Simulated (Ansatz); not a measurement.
MgI$_{2}$:
```yaml
crystal:
  lattice:
    - [4.16499, 0.00000, 0.00000]
    - [-2.08250, 3.60699, 0.00000]
    - [0.00000, 0.00000, 6.97065]
  atoms:
    - { symbol: Mg, position: [0.00000, 0.00000, 0.00000] }
    - { symbol: I, position: [0.33333, 0.66667, 0.23906] }
    - { symbol: I, position: [0.66667, 0.33333, 0.76094] }
```

Relaxed with r²SCAN+D4. Special points in fractions of this cell's reciprocal vectors: Γ (0.000, 0.000, 0.000); M (0.500, 0.000, 0.000); K (0.333, 0.333, 0.000); A (0.000, 0.000, 0.500); L (0.500, 0.000, 0.500); H (0.333, 0.333, 0.500).

Question: List the band energies nearest the valence-band maximum at these points for the program Ansatz at the r²SCAN+D4 with spin–orbit coupling level (PAW).

Answer: In eV from the valence-band maximum; about four levels below and three above (degenerate sets whole), none deeper than 8.9 eV; points with the same levels are listed once.

```
k                    below                above
-  -----------------------  -------------------
Γ    -0.03 -0.03 0.00 0.00  4.21 4.21 5.16 5.16
M  -1.36 -1.36 -0.61 -0.61  3.94 3.94 5.70 5.70
K  -1.46 -1.46 -1.35 -1.35  4.23 4.23 7.65 7.65
A  -0.34 -0.34 -0.12 -0.12  5.11 5.11 5.26 5.26
L  -1.21 -1.21 -0.72 -0.72  3.88 3.88 5.52 5.52
H  -0.94 -0.94 -0.75 -0.75  5.13 5.13 6.12 6.12
```

Space group P-3m1 (CdI2 type). The r²SCAN+D4 relaxation kept the symmetry of its start; phonons on a q-mesh show no instability.

Potentials: the later of the program's two PAW sets.
